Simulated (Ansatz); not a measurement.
Input and command of a plane-wave DFT calculation in Ansatz:

```yaml
crystal:
  lattice:
    - [4.948661, 0.0, 0.0]
    - [-1.345525, 5.083396, 0.0]
    - [-0.145632, -2.421863, 6.563304]
  atoms:
    - { symbol: V, position: [0.5, 0.0, 0.0], spin: 2.0 }
    - { symbol: W, position: [0.247616, 0.523872, 0.174066] }
    - { symbol: W, position: [0.752384, 0.476128, 0.825934] }
    - { symbol: O, position: [0.16714, 0.707862, 0.408368] }
    - { symbol: O, position: [0.378504, 0.244746, 0.225576] }
    - { symbol: O, position: [0.131816, 0.712059, 0.971405] }
    - { symbol: O, position: [0.40204, 0.233547, 0.850949] }
    - { symbol: O, position: [0.621496, 0.755254, 0.774424] }
    - { symbol: O, position: [0.83286, 0.292138, 0.591632] }
    - { symbol: O, position: [0.868184, 0.287941, 0.028595] }
    - { symbol: O, position: [0.59796, 0.766453, 0.149051] }
basis:
  ecutwfc: 500
kpoints:
  mp_grid: { grid: [4, 4, 4] }
hamiltonian:
  xc: r2scan
scf:
  occupations: { method: gaussian, width: 0.1 }
  lower_state_search: "off"
output:
  forces: true
  stress: true
  eigenvalues: true
  populations: true
magnetization:
  spin_polarized: true
```

```bash
ansatz run input.yaml --threads 2 --pin off --max-ram 3584MiB --backend cpu --events-out ev --progress --plain --runs-dir out
```

Processor: Intel(R) Xeon(R) Platinum 8259CL CPU @ 2.50GHz (Skylake/Cascade Lake), 2 threads, on a host shared with other jobs.

Problem. How long does it run, and how much memory does it take?

Solution. About 110 s on 2 threads of Intel(R) Xeon(R) Platinum 8259CL CPU @ 2.50GHz (Skylake/Cascade Lake), on a shared host, peak memory 1.2 GiB. It solves 57 bands at 36 k points (the mesh reduced by the symmetry that the task leaves, which can be less than the crystal's) with about 4197 plane waves, in 19 SCF iterations.
